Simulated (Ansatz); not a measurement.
The elements of this relaxed trial crystal are hidden behind letters.

```
lattice vectors (Å)
  -1.9475    1.9475   13.7636
   1.9475   -1.9475   13.7636
   1.9475    1.9475  -13.7636
fractional positions
X 0.2000 0.2000 0.0000
X 0.8000 0.8000 0.0000
X 0.0000 0.0000 0.0000
Z 0.6000 0.6000 0.0000
Z 0.4000 0.4000 0.0000
Q 0.1502 0.6502 0.5000
Q 0.7500 0.2500 0.5000
Q 0.3498 0.8498 0.5000
Q 0.9502 0.4502 0.5000
Q 0.5498 0.0498 0.5000
```

Method: DFT PBE, scalar-relativistic, plane waves, PAW (Ansatz 0.2.0). Settings of the last relaxation (10-atom cell): 420 eV, 10×10×10 k points, Gaussian smearing of 0.02 eV, no spin polarisation.

| Quantity | Value |
| --- | --- |
| Space group | I-4m2 (No. 119) |
| Conventional cell | a = 3.895 Å, c = 27.527 Å |
| Volume per atom | 20.88 Å³ |
| Density | 2.98 g/cm³ |
| Energy over the elements | −0.551 eV/atom |
| Gap on the 10×10×10 mesh of the 10-atom cell | 1.64 eV |

Energies are uncorrected and count from the elements' standard states at the same level.

Problem. X is a p-block element of period 3, Z is a p-block element of period 4 and Q is a p-block element of period 3. Which elements are they?

Solution. X = Al, Z = Ga, Q = P, so the formula is Al3Ga2P5. Density times volume gives a mean mass of 2.98 × 20.88/1.6605 = 37.5 u per atom, and this set has 37.5 u. Al on a site of symmetry 2mm is surrounded by 4 P at 2.38 Å; around Ga lie 4 P at 2.39 Å; around P on a site of symmetry 2mm lie 2 Al at 2.38 Å and 2 Ga at 2.39 Å; 3 more sites not described. Other sets within the hints have nearly the same mass, so mass alone doesn't settle it; this one was computed.

Kohn–Sham gaps at this level usually fall short of measured ones. A later test with randomly moved atoms came back to the same energy, though modes that don't fit the test's cell weren't probed.
